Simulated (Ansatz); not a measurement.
KI:
```yaml
crystal:
  lattice:
    - [0.00000, 3.50351, 3.50351]
    - [3.50351, 0.00000, 3.50351]
    - [3.50351, 3.50351, 0.00000]
  atoms:
    - { symbol: K, position: [0.00000, 0.00000, 0.00000] }
    - { symbol: I, position: [0.50000, 0.50000, 0.50000] }
```

PBEsol (plane waves, PAW; program Ansatz) gives a gap of 3.87 eV without spin–orbit coupling, maximum at Γ, minimum at Γ.

Q: What happens when spin–orbit coupling is switched on?

A: The gap falls by 0.32 eV, to 3.55 eV; maximum at Γ, minimum at Γ.

Q: How large is the spin–orbit splitting of the valence top at Γ?

A: The fourfold level lies 1.04 eV above the split-off pair.

Q: Give the electron effective mass with spin–orbit coupling.

A: 0.32 mₑ (isotropic).

Q: Give the hole effective mass with spin–orbit coupling, band 1 of 2 at the edge.

A: 2.2 along [100], 2.1 along [110], 2.1 along [111] (mₑ).

Q: Give the hole effective mass with spin–orbit coupling, band 2 of 2 at the edge.

A: 0.53 along [100], 0.54 along [110], 0.54 along [111] (mₑ).

Space group Fm-3m (rock salt). The cell was relaxed with PBEsol under the symmetry of its start.

Potentials: the later of the program's two PAW sets.
